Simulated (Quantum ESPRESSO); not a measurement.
## Al3MgN3O (a curve over strain)

Computed values, not a measurement. The program is pw.x of Quantum ESPRESSO 7.5 (plane-wave density functional theory). The cell is made up: 8 atoms on a rocksalt lattice, with randomly drawn elements, strain and displacements, not relaxed. PseudoDojo standard norm-conserving files (v0.5 for PBE, v0.4.1 for LDA and PBEsol) set the functional; there is no spin polarisation, spin-orbit coupling or dispersion term, and the masses in the input are unused placeholders.

Seven runs add a strain to one cell (the same along x and y); the atoms follow the cell and are not relaxed. Stress in the table is positive in tension.

Input of the run at +0.0029:

```
&control calculation='scf', pseudo_dir='./dojo.nc.sr.pbe.v0_5.standard.upf', outdir='./o', disk_io='medium', tprnfor=.true., tstress=.true. /
&system ibrav=0, nat=8, ntyp=4, nbnd=26, ecutwfc=84.00895049, nosym=.true., tot_charge=0,
 occupations='smearing', smearing='fd', degauss=0.0018374661
/
&electrons conv_thr=7.350e-09, electron_maxstep=60, /
ATOMIC_SPECIES
Al 1.0 Al.upf
Mg 1.0 Mg.upf
N 1.0 N.upf
O 1.0 O.upf
CELL_PARAMETERS angstrom
4.1061 0.0 0.0
0.0 4.1061 0.0
0.0 0.0 4.0942
ATOMIC_POSITIONS angstrom
Al -0.0685 -0.0456 -0.0402
Al -0.0168 2.0807 2.0958
Mg 2.096 -0.0366 1.9773
Al 2.1573 2.0136 -0.0708
N 2.0571 -0.0115 0.0921
O 2.2073 2.1059 2.1312
N 4.155 -0.1104 2.0228
N 4.0795 2.1549 -0.0215
K_POINTS automatic
5 5 4 1 1 1
```

| added strain | free energy less that of the input shown (eV) | stress xx (GPa) | stress yy (GPa) | stress zz (GPa) | stress xy (GPa) | pressure (GPa) | next band up at Gamma (eV) | iterations |
| --- | --- | --- | --- | --- | --- | --- | --- | --- |
| -0.0250 | 0.3529 | -31.17 | -18.60 | -23.29 | -0.67 | 24.36 | 3.280 | 10 |
| -0.0141 | 0.1624 | -22.80 | -10.68 | -19.60 | -0.62 | 17.70 | 3.089 | 11 |
| -0.0112 | 0.1242 | -20.75 | -8.77 | -18.66 | -0.61 | 16.06 | 3.039 | 11 |
| +0.0029 | 0.0000 | -11.71 | -0.28 | -14.18 | -0.54 | 8.73 | 2.797 | 11 |
| +0.0107 | -0.0257 | -7.34 | 3.78 | -11.83 | -0.51 | 5.13 | 2.644 | 11 |
| +0.0177 | -0.0262 | -3.75 | 7.13 | -9.78 | -0.49 | 2.13 | 2.501 | 11 |
| +0.0213 | -0.0180 | -2.02 | 8.71 | -8.76 | -0.47 | 0.69 | 2.428 | 11 |

A cubic fit gives a slope of stress xx against the added strain of 609 GPa at zero added strain, with the atoms clamped. Across the table the free energy follows the integral of the stress to within 1.6 meV. A rerun of one of the cells at 1437 eV and a 7 x 7 x 6 mesh moved values by no more than 0.003 eV in energy, 0.02 GPa in stress and 0.007 eV/Å in force. The band column is the level of band 21 at Gamma less that of band 20, whose number is half the electron count, rounded up; it comes from a band step after each run.